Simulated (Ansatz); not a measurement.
A trial structure of SnGe5 was built thus: random cell by space group and Wyckoff sites (P-62m, No. 189). Lengths were set from tabulated atomic sizes, so they are only a guess.

Space group P-62m (No. 189). a = 6.202 Å, b = 6.202 Å, c = 4.213 Å, α = 90.00°, β = 90.00°, γ = 120.00°
| atom | site | symmetry | x | y | z |
| --- | --- | --- | --- | --- | --- |
| Sn | 1a | -62m | 0.0000 | 0.0000 | 0.0000 |
| Ge | 3f | m2m | 0.5518 | 0.0000 | 0.0000 |
| Ge | 2c | -6.. | 0.3333 | 0.6667 | 0.0000 |

Computed with Ansatz, DFT PBE, scalar-relativistic, plane waves, PAW. Cutoff 420 eV, Gaussian smearing, Γ-centred meshes. Cell and atoms relax first on a coarse mesh and then on a finer one. In between, the cell is made exact in the group found at 0.06 Å. In metals the finer mesh still leaves noise of several meV/atom or more. The steps can't lower the symmetry of their start. No spin polarisation.

A guess keeps its type if space group and coordination stay and the shape of the cell changes little (axis ratios within about 15 %, angles within 6°); the volume may change.

Question: Does it keep its structure type, or change into something else?

Answer: It doesn't keep its type. The symmetry stays P-62m (No. 189). The volume per atom grows by 9.6 %, from 23.4 to 25.6 Å³. The shortest distance goes from 1.82 Å (Ge–Ge) to 2.56 Å (Ge–Ge). The ratio c/a of the conventional cell changes by a factor of 0.53. Counting neighbours within 15 % of an atom's shortest distance, the start has Ge 2/3, Sn 3 and the end Ge 5, Sn 5. In detail, at the end around Sn lie 3 Ge at 2.79 Å and 2 Sn at 2.85 Å; around Ge on a site of symmetry m2m lie 2 Ge at 2.56 Å, 1 Sn at 2.79 Å and 2 Ge at 2.85 Å; around Ge on a site of symmetry -6 lie 3 Ge at 2.56 Å and 2 Ge at 2.85 Å.

```cif
data_structure
_symmetry_space_group_name_H-M 'P-62m'
_symmetry_Int_Tables_number 189
_cell_length_a 7.8990
_cell_length_b 7.8990
_cell_length_c 2.8462
_cell_angle_alpha 90.000
_cell_angle_beta 90.000
_cell_angle_gamma 120.000
_cell_volume 153.79
loop_
_atom_site_label
_atom_site_type_symbol
_atom_site_symmetry_multiplicity
_atom_site_Wyckoff_symbol
_atom_site_fract_x
_atom_site_fract_y
_atom_site_fract_z
_atom_site_occupancy
Sn1 Sn 1 a 0.00000 0.00000 0.00000 1
Ge1 Ge 3 f 0.64691 0.00000 0.00000 1
Ge2 Ge 2 c 0.33333 0.66667 0.00000 1
```

Formation energies are uncorrected and refer to the elements' standard structures at the same level. The references include grey tin.

Question: At what energy does it end?

Answer: +0.29 eV/atom. A positive value: parting into the elements would lower its energy.

The last run used a 6×6×14 mesh (in the run's order of axes) for its 6-atom cell and Gaussian smearing of 0.10 eV. Symmetry constrained the relaxation, so the result can be a saddle point.

In counts of neighbours, a slash parts the counts of unlike sites.
